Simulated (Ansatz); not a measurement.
Ta₄C₃ (R3m), random displacements

These are results of DFT PBEsol, scalar-relativistic, plane waves, PAW in Ansatz, not measurements. The runs took a 420 eV cutoff, a Γ-centred 12×12×12 mesh and Gaussian smearing (0.15 eV). Spin–orbit coupling is left out, which can shift energies with elements as heavy as these. No spin polarisation. Energies are free energies at this smearing, counted from the undisturbed cell; pressure is positive in compression.

Reference structure (relaxed at this level; it needn't be the usual structure):

```
Ta C
1.0
     1.55164    0.89584   10.16451
    -1.55164    0.89584   10.16451
     0.00000   -1.79168   10.16451
Ta C
4 3
Direct
  0.37337 0.37337 0.37337
  0.62446 0.62446 0.62446
  0.20962 0.20962 0.20962
  0.79440 0.79440 0.79440
  0.50259 0.50259 0.50259
  0.99602 0.99602 0.99602
  0.08454 0.08454 0.08454
```

The atoms are displaced (Å, in the unstrained cell):

```csv
atom,ux,uy,uz
Ta1,-0.133,-0.181,-0.132
Ta2,0.040,-0.101,0.009
Ta3,-0.139,0.067,-0.043
Ta4,0.038,0.028,-0.001
C5,0.186,0.203,0.116
C6,0.239,-0.017,0.218
C7,-0.231,0.000,-0.167
```

The cell is not strained.

Question: What are the energy change, the stress and the forces?

Answer: ΔE = 591.8 meV/atom; stress (xx, yy, zz, yz, xz, xy; compression positive) (14.61, 18.11, 22.40, -0.12, 9.42, 0.14) GPa.
| atom | Fx (eV/Å) | Fy | Fz |
| --- | --- | --- | --- |
| Ta1 | 4.68 | 2.40 | 6.31 |
| Ta2 | 1.60 | 0.69 | -0.64 |
| Ta3 | 5.69 | 2.85 | 4.52 |
| Ta4 | -0.44 | 1.27 | -1.58 |
| C5 | -6.57 | -4.19 | -4.34 |
| C6 | -6.09 | -1.56 | -7.23 |
| C7 | 1.12 | -1.45 | 2.96 |

Cost: 1 run of about 7.5 core-minutes, on Intel Xeon Processor @ 2.50GHz (Skylake/Cascade Lake) (shared hosts).